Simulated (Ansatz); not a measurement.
**Is this SrCdCl4 structure stable?**

It was reached by relaxing an invented guess, and it needn't be the stable form of this composition.

Computed with DFT PBE+D3(BJ), scalar-relativistic, plane waves, PAW (Ansatz). The final run on the 6-atom cell used 420 eV, a Γ-centred 6×6×2 mesh, 0.02 eV smearing and no spin polarisation.

```
Sr Cd Cl
1.0
     4.11817    0.00000    0.00000
    -2.05909    3.56644    0.00000
     0.00000    0.00000   11.45278
Sr Cd Cl
1 1 4
Direct
  0.00000 0.00000 0.00000
  0.00000 0.00000 0.50000
  0.33333 0.66667 0.86389
  0.66667 0.33333 0.13611
  0.33333 0.66667 0.38611
  0.66667 0.33333 0.61389
```

Formation energies are uncorrected and refer to the elements' standard structures at the same level (Cl₂ as a molecule).

Question: These tests were run: energy against the elements; random kick, then relaxation without symmetry; phonons on a 2×2×1 q mesh. What do they show?

Answer:

```json
{"test": "energy against the elements", "result": "−1.861 eV/atom"}
{"test": "random kick, then relaxation without symmetry", "result": "returns"}
{"test": "phonons on a 2×2×1 q mesh", "result": "no imaginary mode on the mesh, but the interpolation dips to 34i cm⁻¹ between its points"}
```

It fails none of these tests outright. Whether a mixture of other phases lies lower isn't tested here. Undecided: phonons on a 2×2×1 q mesh (too near zero for this accuracy).

The kick test ran on a coarse mesh. The run for the phonons used a 6×6×2 k mesh.
